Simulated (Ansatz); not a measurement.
The start is a generated trial cell of TiAu in the AFLOW prototype AB_cF16_227_a_b (B32, as in NaTl). The structure is fully relaxed (lattice and positions, P = 0) with PBEsol (plane waves to 420 eV, PAW, scalar-relativistic; Ansatz, an electronic-structure program). First-step values are on the input's coarse k-mesh.

Ansatz input (later rounds restart from its end on a renewed k-mesh):
Ansatz 0.2 input:
```yaml
crystal:
  lattice:
    - [0, 3.2312716, 3.2312716]
    - [3.2312716, 0, 3.2312716]
    - [3.2312716, 3.2312716, 0]
  atoms:
    - { symbol: Ti, position: [0.75, 0.75, 0.75] }
    - { symbol: Ti, position: [0.5, 0.5, 0.5] }
    - { symbol: Au, position: [0, 0, 0] }
    - { symbol: Au, position: [0.25, 0.25, 0.25] }
basis: { ecutwfc: 420, ecutrho_ratio: 4, xc_grid: 2, fft_grid_basis: typed }
kpoints: { mp_grid: { grid: [9, 9, 9] } }
hamiltonian:
  xc: pbesol
  dispersion: none
  pseudopotentials: { kind: paw }
scf: { occupations: { method: fermi_dirac, width: 0.05 } }
relax: { f_tol: 0.01, max_steps: 100, cell: { stress_tol: 0.02 } }
output: { forces: true, stress: true }
```

Task: How large is the pressure on the unrelaxed cell, and of which sign?

Result: -7.2 GPa (negative: the cell is under tension).

Task: How much energy is released per atom?

Result: 0.02 eV/atom.

Task: How does the volume change?

Result: -4.7 %, from 16.87 to 16.08 Å³/atom.

Task: How do the shortest distances between atoms change?

Result: The closest pairs of elements (up to four, under 3.6 Å), start → end: Au–Ti 2.80 → 2.75 Å; Ti–Ti 2.80 → 2.75 Å; Au–Au 2.80 → 2.75 Å.

Task: Is the relaxed structure metallic? Give its gap.

Result: Zero (metallic).

The space group stays Fd-3m (No. 227) (the run could not lower it); the end is AFLOW prototype AB_cF16_227_a_b (B32, as in NaTl), with 4 atoms in the primitive cell. Final values are on a 13×13×13 k-mesh of the relaxed cell. No spin polarisation in the result.

The run could not lose the symmetry of its start, so the end can be a saddle point.

All atoms sit on sites fixed by symmetry, so only the cell could relax.

The relaxed structure here is a generated cell of TiAu: the first start was made by placing the elements on the sites of a structure type, and the end was not matched to a known phase here, so it may be hypothetical.
